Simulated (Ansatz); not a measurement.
Given:

AlNi:
```cif
data_AlNi
_chemical_formula_sum 'Al1 Ni1'
_space_group_name_H-M_alt 'P 1'
_space_group_IT_number 1
_cell_length_a 2.86238
_cell_length_b 2.86238
_cell_length_c 2.86238
_cell_angle_alpha 90.000
_cell_angle_beta 90.000
_cell_angle_gamma 90.000
loop_
_space_group_symop_operation_xyz
  'x, y, z'
loop_
_atom_site_label
_atom_site_type_symbol
_atom_site_fract_x
_atom_site_fract_y
_atom_site_fract_z
_atom_site_occupancy
Al1 Al 0.00000 0.00000 0.00000 1
Ni1 Ni 0.50000 0.50000 0.50000 1
```

This is the PBEsol-relaxed structure.

Question: All from PBEsol (plane waves, PAW; program Ansatz), unless another level is named. Predict the formation energy from the elements (no fitted shifts).

Answer: -0.67 eV/atom.

Question: Predict the density of states at the Fermi level.

Answer: 0.41 states/eV per atom (mean over ±0.08 eV).

Space group Pm-3m (CsCl type). The cell was relaxed with PBEsol under the symmetry of its start; of distortions, only those at the zone centre were tested. No spin polarisation was allowed. The references are the lowest solids computed at this level, not always the standard phases.

Potentials: the later of the program's two PAW sets.
